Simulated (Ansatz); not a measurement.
NbSiO in space group P4/nmm (No. 129; Nb on 2c, Si on 2a, O on 2c) at seven volumes, DFT-PBEsol in the program Ansatz with PAW potentials, shape and atoms relaxed at each. One row is withheld.

```tsv
V (Å³/atom)	P (GPa)
10.994	23.84
11.356	?
11.718	6.63
12.081	-0.01
12.443	-5.66
12.806	-10.44
13.168	-14.43
```

Fit the shown pressures and predict the withheld one.

Third-order Birch–Murnaghan: P = (3/2)B₀(x^(7/2) − x^(5/2))[1 + (3/4)(B′ − 4)(x − 1)] with x = (V₀/V)^(2/3). Least squares on the six rows gives V₀ = 12.079 Å³/atom, B₀ = 203.9 GPa, B′ = 4.59. At V = 11.356, x = 1.0420 and P = 14.50 GPa. The run itself gave 14.50 GPa.

The start of the workflow was typed in or built on a structure type; neither database checked (COD, Materials Project) lists it. Whether it is the stable phase at ambient conditions was not checked. The PBEsol relaxation kept the symmetry of its start; whether a distortion lowers the energy is not shown. The workflow began spin-polarised and lost its moments.

Potentials: the earlier of the program's two PAW sets. The files were generated under PBE; for other functionals the program regenerates the frozen cores, and for LDA and PBEsol the local potential too.
